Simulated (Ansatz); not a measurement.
Ca7Mg2N6 — ⁴³Ca NMR of the central transition

Cell: a computed structure from the Materials Project (it need not be an observed phase), its atoms then relaxed with PBE in this cell.

Space group C2/m (No. 12); a = 6.1423, b = 12.6604, c = 6.4233 Å, β = 94.58°.

| site | Wyckoff | site symmetry | x | y | z |
| --- | --- | --- | --- | --- | --- |
| Ca1 | 2b | 2/m | 0.5000 | 0.0000 | 0.0000 |
| Ca2 | 4h | 2 | 0.5000 | 0.1223 | 0.5000 |
| Ca4 | 8j | 1 | 0.6500 | 0.6726 | 0.8253 |
| Mg | 4i | m | 0.8788 | 0.0000 | 0.6730 |
| N10 | 8j | 1 | 0.7600 | 0.8549 | 0.8035 |
| N14 | 4i | m | 0.7554 | 0.0000 | 0.3404 |

One atom of each set is listed; the run and its k-mesh use a cell of 15 atoms with edges of 7.04, 7.04, 6.42 Å.

Method: Kohn–Sham DFT in Ansatz, PBEsol, plane waves and PAW, scalar-relativistic, 420 eV cutoff, Γ-centred 5×5×5 k-points, Fermi–Dirac smearing 0.02 eV.

⁴³Ca has I = 7/2 and Q = -40.80 mb (Pyykkö 2018); at 18.8 T its Larmor frequency is ν₀ = 53.9 MHz. Only the quadrupole interaction is simulated: positions count from each site's isotropic chemical shift, and J coupling is left out, as are shift anisotropy and dipolar coupling, which fast spinning averages.

Q: What does the ⁴³Ca spectrum (fast magic-angle spinning) show for each site?

A: 

```
site         first shell  C_Q (MHz)     η  P_Q (MHz)  δ_QIS (ppm)  breadth (kHz)
 Ca1  6 N at 2.59–2.80 Å       3.09  0.66       3.31        -9.62           1.20
 Ca2  4 N at 2.44–2.48 Å       7.38  0.50       7.68        -51.8           6.48
 Ca4  4 N at 2.41–2.52 Å       3.75  0.38       3.84        -12.9           1.61
```

δ_QIS = −(ν_Q²/30ν₀²)[I(I+1) − 3/4](1 + η²/3) × 10⁶ ppm with ν_Q = 3|C_Q|/[2I(2I−1)]; it falls as 1/B₀² in ppm, and the breadth as 1/B₀ in kHz.

The run took 57 s of wall time (57 s of CPU time) and 0.79 GiB at its peak, on 1 thread of Arm Neoverse V2 (aarch64; 8 cores open to the job, memory cap 3.0 GiB, no GPU), a shared host with a load of 0.9 a core.
